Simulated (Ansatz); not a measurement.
FeNi3 (Cu3Au type)

```xyz
4
Lattice="3.5443 0.0000 0.0000 0.0000 3.5443 0.0000 0.0000 0.0000 3.5443" Properties=species:S:1:pos:R:3 pbc="T T T"
Ni     0.0000     1.7721     1.7721
Ni     1.7721     1.7721     0.0000
Ni     1.7721     0.0000     1.7721
Fe     0.0000     0.0000     0.0000
```

E(V) scan at fixed shape, V₀ the volume above. Symmetry pins the atoms to their sites.

Method: PBE (plane waves to 420 eV, PAW, scalar-relativistic; Ansatz, a quantum-chemistry and plane-wave program). k mesh 13×13×13 (Γ-centred), Fermi-Dirac smearing 0.05 eV. Stress and pressure are positive under compression. FeNi3 was relaxed with its symmetry unable to fall. Relaxed FeNi3 ends ferromagnetic. Other magnetic orders were not checked, so this need not be the ground state. 

```csv
V (Å³/atom),P (GPa),moment (μB/cell)
10.018,26.6,4.68
10.296,…,4.72
10.574,…,4.76
10.852,5.3,4.80
11.131,0.0,4.83
11.409,…,4.87
11.687,-8.5,4.90
11.965,-11.9,4.94
12.244,…,4.99
```

Q: Complete the blanks.

A: 
- 10.296, P (GPa): 18.4
- 10.574, P (GPa): 11.4
- 11.409, P (GPa): -4.6
- 12.244, P (GPa): -14.8

(Under strain, the slope of the energy per volume gives the stress and its curvature an elastic modulus.)
